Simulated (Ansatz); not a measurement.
Relaxed-ion elastic tensor of Sb$_{2}$Au (fluorite or antifluorite type, space group No. 225) in GPa (Voigt order), plane-wave PAW PBEsol (Ansatz code); density 9.41 g/cm³, 25.90 Å³ per atom.

```
99.9  75.1  75.1   0.0   0.0   0.0
75.1  99.9  75.1   0.0   0.0   0.0
75.1  75.1  99.9   0.0   0.0   0.0
 0.0   0.0   0.0  -4.9   0.0   0.0
 0.0   0.0   0.0   0.0  -4.9   0.0
 0.0   0.0   0.0   0.0   0.0  -4.9
```

Problem. Is the crystal mechanically stable?

Solution. No: the smallest eigenvalue of C is -4.9 GPa.

Space group Fm-3m (fluorite or antifluorite type). The workflow started from an entry of the Crystallography Open Database (COD), which files this formula under 2 space groups. Whether it is the stable phase at ambient conditions was not checked. The PBEsol relaxation kept the symmetry of its start. At this level the phase is mechanically unstable. As this level gives no gap, shear constants depend on the k-mesh and smearing (Fermi–Dirac, 0.1 eV here). Spin–orbit coupling is left out wherever it is not named.

Potentials: the later of the program's two PAW sets.
